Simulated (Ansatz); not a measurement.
**Is this MgBeS3 structure a true minimum?**

The cell was found from a proposed guess, not taken from experiment.

These are results of Ansatz 0.2.0, DFT PBE, scalar-relativistic, plane waves, PAW, not measurements. Plane waves to 420 eV, a k mesh through Γ of 12×12×4 on the computed 10-atom cell and Gaussian smearing (0.01 eV); no spin polarisation.

The cell below (10 atoms, space group P-3m1 (No. 164)) is relaxed within its symmetry.

```
CELL_PARAMETERS angstrom
3.76077 0.00000 0.00000
-1.88039 3.25692 0.00000
0.00000 0.00000 14.92525
ATOMIC_POSITIONS crystal
Mg 0.33333 0.66667 0.84370
Mg 0.66667 0.33333 0.15630
Be 0.33333 0.66667 0.37844
Be 0.66667 0.33333 0.62156
S 0.00000 0.00000 0.06977
S 0.00000 0.00000 0.93023
S 0.33333 0.66667 0.24884
S 0.66667 0.33333 0.75116
S 0.00000 0.00000 0.42592
S 0.00000 0.00000 0.57408
```

For the test it was strained at random (σ = 1.5 % a component), the atoms were moved at random (σ = 0.10 Å), and all was relaxed again on a coarse 6×6×2 mesh (in the run’s order of axes) with 0.20 eV smearing, with no symmetry imposed.

Problem. Is the structure stable against such a distortion?

Solution. It returns, within 1 meV/atom of the unmoved cell on that mesh and with the same symmetry when read at 0.1 Å (C2/m at 0.01 Å, so small strains and shifts remain). So it is stable against the distortions that fit this cell and that this random move excites. Modes that don't fit the cell aren't tested.
